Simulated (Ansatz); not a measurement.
## Compressing Co3Sn2S2: a fit and a missing row

Co3Sn2S2, R-3m, a = 5.293 Å, c = 12.974 Å. The structure is a COD entry; whether it is the stable form wasn't checked. Ansatz: PBEsol, PAW, 420 eV, Γ-centred 12×12×12 mesh on 7 atoms, Gaussian smearing 0.10 eV; collinear spin, largest moment 0.3 μB. Shape and atoms are relaxed at each volume; pressure is positive in compression.

| V (Å³/atom) | P (GPa) |
| --- | --- |
| 14.091 | ? |
| 14.540 | 3.94 |
| 14.990 | -0.01 |
| 15.440 | -3.29 |
| 15.889 | -6.00 |

**Question.** Take V0 = 14.990 Å³/atom, count pressures from its P0 = -0.01 GPa, fit the third-order Birch–Murnaghan form to the other rows, and predict the missing pressure.

**Answer.** With the Eulerian strain f = ½[(V0/V)^(2/3) − 1] and y = (P − P0)/[3f(1 + 2f)^(5/2)], the form is the line y = B0 + 1.5 B0 (B0′ − 4) f. Rows (f, y): 0.01026, 122.0; -0.00976, 117.7; -0.01904, 115.6. Means f = -0.006180, y = 118.43; Σ(Δf)² = 0.0004485, ΣΔfΔy = 0.09770; the slope is their ratio. y = 119.8 + 217.8 f GPa, so B0 = 119.8 GPa and B0′ = 4 + 2 × (217.8)/(3 × 119.8) = 5.21. At V = 14.091, f = 0.02105, y = 124.38 and P = 8.70 GPa. The run gave 8.67 GPa, so the fit is 0.03 GPa too high, a small miss on the scale of the series. The form still works here, 33 % of the fitted range beyond its end.

Moments started parallel, and an antiferromagnetic order may lie lower.